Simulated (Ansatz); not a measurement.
Crystals of one structure type (rock salt) and one family of elements, relaxed and computed with the program Ansatz at the r²SCAN level (PAW).

```csv
crystal,V (Å³/atom),K_Hill (GPa)
NaF,12.12,54.4
LiCl,16.70,34.8
KF,18.80,35.3
NaCl,22.04,27.5
KCl,31.15,?
KBr,36.08,15.9
KI,44.58,12.4
```

Task: Fit a straight line to ln K against ln V and predict the withheld value.

Result: Least squares on the 6 shown rows: ln K = -1.12 × ln V + (6.779), with a scatter of 4 %. For KCl this gives 18.7. The run itself gave 19.2, within the scatter.

All cells were relaxed under the symmetry of their starts (and spin orders); stability against distortions was not tested throughout. Spin–orbit coupling is left out wherever it is not named.

Potentials: the later of the program's two PAW sets.
